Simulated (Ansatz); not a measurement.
This run works on a proposed trial structure, not on a known crystal.

Input and command of a plane-wave DFT calculation in Ansatz:

```yaml
crystal:
  lattice:
    - [3.2093565819, 0.0, 0.0]
    - [-1.604678291, 2.7793843297, 0.0]
    - [0.0, 0.0, 10.4954534217]
  atoms:
    - { symbol: Hf, position: [0.3333333333, 0.6666666667, 0.2343766801] }
    - { symbol: Hf, position: [0.6666666667, 0.3333333333, 0.7656233199] }
    - { symbol: Hf, position: [0.0, 0.0, 0.0] }
    - { symbol: F, position: [0.6666666667, 0.3333333333, 0.3621856798] }
    - { symbol: F, position: [0.3333333333, 0.6666666667, 0.6378143202] }
basis:
  ecutwfc: 420
kpoints:
  mp_grid: { grid: [12, 12, 4] }
  band_path:
    path:
      - [[0.0, 0.0, 0.0], [0.5, 0.0, 0.0], [0.33333333, 0.33333333, 0.0], [0.0, 0.0, 0.0], [0.0, 0.0, 0.5], [0.5, 0.0, 0.5], [0.33333333, 0.33333333, 0.5], [0.0, 0.0, 0.5]]
      - [[0.5, 0.0, 0.5], [0.5, 0.0, 0.0]]
      - [[0.33333333, 0.33333333, 0.5], [0.33333333, 0.33333333, 0.0]]
    npoints: 10
hamiltonian:
  xc: pbe
scf:
  occupations: { method: gaussian, width: 0.1 }
output:
  forces: true
  stress: true
  eigenvalues: true
  populations: true
  dos: { projected: true, de: 0.02 }
  bader: false
  write_density: true
  write_potential: true
  elf: true
  volumetric_format: npy
magnetization:
  noncollinear: true
  spin_orbit: true
```

```bash
ansatz run input.yaml --threads 1 --pin off --max-ram 2560MiB --backend cpu --events-out ev --progress --plain --runs-dir out
```

Processor: Intel(R) Xeon(R) Processor @ 2.50GHz (Skylake/Cascade Lake), 1 thread, on a host shared with other jobs.

Problem. How long does it run, and how much memory does it take?

Solution. About 12 min, peak memory 1.6 GiB. It solves 112 bands at 69 k points (after reduction by symmetry) with about 1871 plane waves, in 17 SCF iterations.
